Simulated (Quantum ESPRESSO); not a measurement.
# GaAl7N8: one run as intended and one with a planted mistake

Computed values, not a measurement. The program is pw.x of Quantum ESPRESSO 7.5 (plane-wave density functional theory). The cell is made up: 16 atoms on a doubled zincblende/diamond lattice, with randomly drawn elements, strain and displacements, not relaxed. PseudoDojo standard norm-conserving files (v0.5 for PBE, v0.4.1 for LDA and PBEsol) set the functional; there is no spin polarisation, spin-orbit coupling or dispersion term, and the masses in the input are unused placeholders.

Intended input:

```
&control calculation='scf', pseudo_dir='./dojo.nc.sr.pbe.v0_5.standard.upf', outdir='./o', disk_io='medium', tprnfor=.true., tstress=.true. /
&system ibrav=0, nat=16, ntyp=3, nbnd=43, ecutwfc=84.00895049, nosym=.true., tot_charge=0,
 occupations='smearing', smearing='fd', degauss=0.0018374661
/
&electrons conv_thr=7.350e-09, electron_maxstep=60, /
ATOMIC_SPECIES
Al 1.0 Al.upf
Ga 1.0 Ga.upf
N 1.0 N.upf
CELL_PARAMETERS angstrom
4.3897 -0.0176 -0.0334
-0.0176 4.3474 0.0327
-0.0669 0.0655 8.5725
ATOMIC_POSITIONS angstrom
Ga 0.026 0.0097 0.0209
Al 0.0413 2.2405 2.1502
Al 2.174 -0.0513 2.1308
Al 2.2092 2.1441 -0.0706
Al -0.0148 0.0312 4.3364
Al -0.0791 2.2065 6.4421
Al 2.1642 0.013 6.4104
Al 2.191 2.1557 4.3249
N 1.1951 1.1136 1.0923
N 1.0553 3.3252 3.1673
N 3.2739 1.0989 3.2009
N 3.3021 3.2372 1.0558
N 1.1108 1.0558 5.4165
N 1.0049 3.2882 7.497
N 3.2364 1.1418 7.4595
N 3.2242 3.2661 5.3173
K_POINTS automatic
5 5 3 1 1 1
```

The log is shortened where brackets say so; the opening notice, blank lines, dates and the lines on written files are dropped, and the path of the files is cut. It prints rydbergs, bohrs and kilobars, and counts compression as positive stress. Where no state is partly filled, the Fermi energy that it prints is only some level between the filled and the empty states on the mesh, and need not lie in the true gap.

Log of the intended run:

```
     Program PWSCF v.7.5
     Parallel version (MPI & OpenMP), running on       1 processor cores
     Number of MPI processes:                 1
     Threads/MPI process:                     1
     [start-up lines left out]
     bravais-lattice index     =            0
     lattice parameter (alat)  =       8.2956  a.u.
     unit-cell volume          =    1103.8522 (a.u.)^3
     number of atoms/cell      =           16
     number of atomic types    =            3
     number of electrons       =        74.00
     number of Kohn-Sham states=           43
     kinetic-energy cutoff     =      84.0090  Ry
     charge density cutoff     =     336.0358  Ry
     scf convergence threshold =      7.3E-09
     mixing beta               =       0.7000
     number of iterations used =            8  plain     mixing
     Exchange-correlation= PBE
                           (   1   4   3   4   0   0   0)
     [axes and pseudopotential details left out]
   Cartesian axes
     site n.     atom                  positions (alat units)
         1        Ga     tau(   1) = (   0.0059227   0.0022096   0.0047610  )
         2        Al     tau(   2) = (   0.0094080   0.5103805   0.4898103  )
         3        Al     tau(   3) = (   0.4952319  -0.0116860   0.4853911  )
         4        Al     tau(   4) = (   0.5032504   0.4884208  -0.0160825  )
         5        Al     tau(   5) = (  -0.0033714   0.0071073   0.9878214  )
         6        Al     tau(   6) = (  -0.0180188   0.5026354   1.4674948  )
         7        Al     tau(   7) = (   0.4929995   0.0029614   1.4602736  )
         8        Al     tau(   8) = (   0.4991045   0.4910632   0.9852017  )
         9        N      tau(   9) = (   0.2722409   0.2536754   0.2488233  )
        10        N      tau(  10) = (   0.2403948   0.7574725   0.7215033  )
        11        N      tau(  11) = (   0.7457865   0.2503268   0.7291573  )
        12        N      tau(  12) = (   0.7522104   0.7374263   0.2405087  )
        13        N      tau(  13) = (   0.2530375   0.2405087   1.2338656  )
        14        N      tau(  14) = (   0.2289138   0.7490440   1.7077984  )
        15        N      tau(  15) = (   0.7372441   0.2600993   1.6992560  )
        16        N      tau(  16) = (   0.7344649   0.7440097   1.2112680  )
     number of k points=    38  Fermi-Dirac smearing, width (Ry)=  0.0018
                       cart. coord. in units 2pi/alat
        k(    1) = (   0.1010571   0.1007437   0.0853667), wk =   0.0533333
        k(    2) = (   0.0984696   0.1033014  -0.2560641), wk =   0.0533333
     [further k points left out]
     Dense  grid:   114747 G-vectors     FFT dimensions: (  50,  48,  96)
     Estimated max dynamical RAM per process >     168.07 MB
     Initial potential from superposition of free atoms
     starting charge      73.9801, renormalised to      74.0000
     Starting wfcs are   69 randomized atomic wfcs
     total cpu time spent up to now is       26.4 secs
     per-process dynamical memory:   110.8 Mb
     Self-consistent Calculation
     iteration #  1     ecut=    84.01 Ry     beta= 0.70
     Davidson diagonalization with overlap
     ethr =  1.00E-02,  avg # of iterations =  3.0
     total cpu time spent up to now is       77.9 secs
     total energy              =    -350.73096185 Ry
     estimated scf accuracy    <       4.88166694 Ry
     iteration #  2     ecut=    84.01 Ry     beta= 0.70
     Davidson diagonalization with overlap
     ethr =  6.60E-03,  avg # of iterations =  2.0
     total cpu time spent up to now is      117.4 secs
     total energy              =    -352.30223282 Ry
     estimated scf accuracy    <       3.02334349 Ry
     [iterations 3 to 12 left out]
     iteration # 13     ecut=    84.01 Ry     beta= 0.70
     Davidson diagonalization with overlap
     ethr =  1.22E-11,  avg # of iterations =  5.5
     total cpu time spent up to now is      654.3 secs
     total energy              =    -352.78752734 Ry
     estimated scf accuracy    <       0.00000003 Ry
     iteration # 14     ecut=    84.01 Ry     beta= 0.70
     Davidson diagonalization with overlap
     ethr =  1.22E-11,  avg # of iterations =  2.0
     total cpu time spent up to now is      703.5 secs
     End of self-consistent calculation
     [lines on levels left out]
     the Fermi energy is    10.1237 ev
!    total energy              =    -352.78752734 Ry
     estimated scf accuracy    <          5.9E-09 Ry
     smearing contrib. (-TS)   =       0.00000000 Ry
     internal energy E=F+TS    =    -352.78752734 Ry
     The total energy is F=E-TS. E is the sum of the following terms:
     one-electron contribution =    -113.35748722 Ry
     hartree contribution      =     110.49252149 Ry
     xc contribution           =    -107.96097169 Ry
     ewald contribution        =    -241.96158992 Ry
     convergence has been achieved in  14 iterations
     Forces acting on atoms (cartesian axes, Ry/au):
     atom    1 type  2   force =     0.01850390    0.01228807    0.00058740
     atom    2 type  1   force =    -0.03327490   -0.06540306   -0.00861858
     atom    3 type  1   force =     0.06702610    0.04633037   -0.01826539
     atom    4 type  1   force =     0.00652761    0.01388355    0.04234845
     atom    5 type  1   force =     0.00351629    0.00065562   -0.05464573
     atom    6 type  1   force =     0.03122937   -0.00364436   -0.01558610
     atom    7 type  1   force =     0.01854266   -0.02974176    0.02622843
     atom    8 type  1   force =    -0.03406113   -0.00225372   -0.06074817
     atom    9 type  3   force =    -0.03299256    0.01780914   -0.00150905
     atom   10 type  3   force =     0.00208721   -0.03388420    0.10379168
     atom   11 type  3   force =     0.01782656    0.00074597    0.00527335
     atom   12 type  3   force =    -0.04646580   -0.01859606    0.01338604
     atom   13 type  3   force =    -0.05230068    0.06103373   -0.03365946
     atom   14 type  3   force =     0.03444186   -0.00727861   -0.02226457
     atom   15 type  3   force =    -0.02136133   -0.00521634   -0.02052754
     atom   16 type  3   force =     0.02075484    0.01327167    0.04420923
     Total force =     0.234765     Total SCF correction =     0.000031
     Computing stress (Cartesian axis) and pressure
          total   stress  (Ry/bohr**3)                   (kbar)     P=      124.69
   0.00075496   0.00021685   0.00022327          111.06       31.90       32.84
   0.00021685   0.00085596  -0.00028572           31.90      125.92      -42.03
   0.00022327  -0.00028572   0.00093187           32.84      -42.03      137.08
     init_run     :     25.16s CPU     26.27s WALL (       1 calls)
     electrons    :    639.91s CPU    677.08s WALL (       1 calls)
     forces       :     12.02s CPU     12.15s WALL (       1 calls)
     stress       :     41.33s CPU     42.86s WALL (       1 calls)
     [timing details left out]
     PWSCF        :  11m58.78s CPU  12m40.01s WALL
     JOB DONE.
```

A second run has one planted mistake: the cell and the positions are scaled by a wrong factor. The input lines that differ, file-writing options aside:

```
- 4.3897 -0.0176 -0.0334
+ 4.3664 -0.0175 -0.0332
- -0.0176 4.3474 0.0327
+ -0.0175 4.3244 0.0325
- -0.0669 0.0655 8.5725
+ -0.0665 0.0652 8.5271
- Ga 0.026 0.0097 0.0209
+ Ga 0.0259 0.0096 0.0208
- Al 0.0413 2.2405 2.1502
+ Al 0.0411 2.2286 2.1388
- Al 2.174 -0.0513 2.1308
+ Al 2.1625 -0.051 2.1195
- Al 2.2092 2.1441 -0.0706
+ Al 2.1975 2.1327 -0.0702
- Al -0.0148 0.0312 4.3364
+ Al -0.0147 0.031 4.3134
- Al -0.0791 2.2065 6.4421
+ Al -0.0787 2.1948 6.408
- Al 2.1642 0.013 6.4104
+ Al 2.1527 0.0129 6.3764
- Al 2.191 2.1557 4.3249
+ Al 2.1794 2.1443 4.302
- N 1.1951 1.1136 1.0923
+ N 1.1888 1.1077 1.0865
- N 1.0553 3.3252 3.1673
+ N 1.0497 3.3076 3.1505
- N 3.2739 1.0989 3.2009
+ N 3.2565 1.0931 3.1839
- N 3.3021 3.2372 1.0558
+ N 3.2846 3.22 1.0502
- N 1.1108 1.0558 5.4165
+ N 1.1049 1.0502 5.3878
- N 1.0049 3.2882 7.497
+ N 0.9996 3.2708 7.4573
- N 3.2364 1.1418 7.4595
+ N 3.2192 1.1357 7.42
- N 3.2242 3.2661 5.3173
+ N 3.2071 3.2488 5.2891
```

Its log:

```
     Program PWSCF v.7.5
     Parallel version (MPI & OpenMP), running on       1 processor cores
     Number of MPI processes:                 1
     Threads/MPI process:                     1
     [start-up lines left out]
     bravais-lattice index     =            0
     lattice parameter (alat)  =       8.2516  a.u.
     unit-cell volume          =    1086.4001 (a.u.)^3
     number of atoms/cell      =           16
     number of atomic types    =            3
     number of electrons       =        74.00
     number of Kohn-Sham states=           43
     kinetic-energy cutoff     =      84.0090  Ry
     charge density cutoff     =     336.0358  Ry
     scf convergence threshold =      7.3E-09
     mixing beta               =       0.7000
     number of iterations used =            8  plain     mixing
     Exchange-correlation= PBE
                           (   1   4   3   4   0   0   0)
     [axes and pseudopotential details left out]
   Cartesian axes
     site n.     atom                  positions (alat units)
         1        Ga     tau(   1) = (   0.0059314   0.0021985   0.0047635  )
         2        Al     tau(   2) = (   0.0094124   0.5103787   0.4898133  )
         3        Al     tau(   3) = (   0.4952410  -0.0116797   0.4853934  )
         4        Al     tau(   4) = (   0.5032564   0.4884164  -0.0160767  )
         5        Al     tau(   5) = (  -0.0033665   0.0070994   0.9878254  )
         6        Al     tau(   6) = (  -0.0180233   0.5026381   1.4675163  )
         7        Al     tau(   7) = (   0.4929966   0.0029543   1.4602795  )
         8        Al     tau(   8) = (   0.4991113   0.4910729   0.9852146  )
         9        N      tau(   9) = (   0.2722508   0.2536779   0.2488228  )
        10        N      tau(  10) = (   0.2403951   0.7574839   0.7215060  )
        11        N      tau(  11) = (   0.7457814   0.2503343   0.7291550  )
        12        N      tau(  12) = (   0.7522166   0.7374224   0.2405096  )
        13        N      tau(  13) = (   0.2530366   0.2405096   1.2338771  )
        14        N      tau(  14) = (   0.2289216   0.7490562   1.7078198  )
        15        N      tau(  15) = (   0.7372392   0.2600902   1.6992777  )
        16        N      tau(  16) = (   0.7344681   0.7440180   1.2112735  )
     number of k points=    38  Fermi-Dirac smearing, width (Ry)=  0.0018
                       cart. coord. in units 2pi/alat
        k(    1) = (   0.1010565   0.1007424   0.0853646), wk =   0.0533333
        k(    2) = (   0.0984707   0.1032979  -0.2560621), wk =   0.0533333
     [further k points left out]
     Dense  grid:   112969 G-vectors     FFT dimensions: (  50,  48,  96)
     Estimated max dynamical RAM per process >     165.75 MB
     Initial potential from superposition of free atoms
     starting charge      73.9801, renormalised to      74.0000
     Starting wfcs are   69 randomized atomic wfcs
     total cpu time spent up to now is       22.7 secs
     per-process dynamical memory:   109.4 Mb
     Self-consistent Calculation
     iteration #  1     ecut=    84.01 Ry     beta= 0.70
     Davidson diagonalization with overlap
     ethr =  1.00E-02,  avg # of iterations =  3.0
     total cpu time spent up to now is       62.6 secs
     total energy              =    -350.71280508 Ry
     estimated scf accuracy    <       4.91392586 Ry
     iteration #  2     ecut=    84.01 Ry     beta= 0.70
     Davidson diagonalization with overlap
     ethr =  6.64E-03,  avg # of iterations =  2.0
     total cpu time spent up to now is      103.6 secs
     total energy              =    -352.29630749 Ry
     estimated scf accuracy    <       2.94984562 Ry
     [iterations 3 to 10 left out]
     iteration # 11     ecut=    84.01 Ry     beta= 0.70
     Davidson diagonalization with overlap
     ethr =  1.74E-09,  avg # of iterations =  2.0
     total cpu time spent up to now is      587.7 secs
     total energy              =    -352.77045635 Ry
     estimated scf accuracy    <       0.00000037 Ry
     iteration # 12     ecut=    84.01 Ry     beta= 0.70
     Davidson diagonalization with overlap
     ethr =  5.04E-10,  avg # of iterations =  3.3
     total cpu time spent up to now is      622.4 secs
     End of self-consistent calculation
     [lines on levels left out]
     the Fermi energy is    10.3711 ev
!    total energy              =    -352.77045646 Ry
     estimated scf accuracy    <          4.1E-09 Ry
     smearing contrib. (-TS)   =       0.00000000 Ry
     internal energy E=F+TS    =    -352.77045646 Ry
     The total energy is F=E-TS. E is the sum of the following terms:
     one-electron contribution =    -111.46943797 Ry
     hartree contribution      =     110.08215439 Ry
     xc contribution           =    -108.13273567 Ry
     ewald contribution        =    -243.25043720 Ry
     convergence has been achieved in  12 iterations
     Forces acting on atoms (cartesian axes, Ry/au):
     atom    1 type  2   force =     0.01970574    0.01320613    0.00039522
     atom    2 type  1   force =    -0.03426592   -0.06864372   -0.00911666
     atom    3 type  1   force =     0.07023173    0.04708391   -0.01907310
     atom    4 type  1   force =     0.00707651    0.01466634    0.04299433
     atom    5 type  1   force =     0.00415308    0.00042800   -0.05602878
     atom    6 type  1   force =     0.03259135   -0.00397159   -0.01737823
     atom    7 type  1   force =     0.02037541   -0.03180601    0.02751400
     atom    8 type  1   force =    -0.03645331   -0.00238193   -0.06303099
     atom    9 type  3   force =    -0.03403465    0.01904570   -0.00087910
     atom   10 type  3   force =     0.00195978   -0.03461890    0.10854315
     atom   11 type  3   force =     0.01838662    0.00098207    0.00443435
     atom   12 type  3   force =    -0.04899575   -0.01942169    0.01397528
     atom   13 type  3   force =    -0.05441070    0.06376422   -0.03432078
     atom   14 type  3   force =     0.03483313   -0.00709385   -0.02276125
     atom   15 type  3   force =    -0.02223331   -0.00561640   -0.02089408
     atom   16 type  3   force =     0.02108029    0.01437772    0.04562666
     Total force =     0.244348     Total SCF correction =     0.000211
     Computing stress (Cartesian axis) and pressure
          total   stress  (Ry/bohr**3)                   (kbar)     P=      163.57
   0.00102135   0.00023098   0.00023147          150.25       33.98       34.05
   0.00023098   0.00112126  -0.00029896           33.98      164.94      -43.98
   0.00023147  -0.00029896   0.00119322           34.05      -43.98      175.53
     init_run     :     21.00s CPU     22.58s WALL (       1 calls)
     electrons    :    569.77s CPU    599.70s WALL (       1 calls)
     forces       :      7.62s CPU      7.71s WALL (       1 calls)
     stress       :     27.99s CPU     29.23s WALL (       1 calls)
     [timing details left out]
     PWSCF        :  10m26.62s CPU  11m 0.48s WALL
     JOB DONE.
```

|  | intended run | run with the mistake |
| --- | --- | --- |
| free energy (eV) | -4799.919 | -4799.687 |
| smearing term -TS (eV) | 0.0000 | 0.0000 |
| pressure (GPa) | 12.47 | 16.36 |
| largest force component (eV/Å) | 2.669 | 2.791 |
| largest change of a force component (eV/Å) |  | 0.122 |
| iterations | 14 | 12 |

For scale, a rerun of the intended cell at a cutoff of 1437 eV and k mesh 7 x 7 x 5 moved values by no more than 0.006 eV in energy, 0.03 GPa in stress and 0.002 eV/Å in force.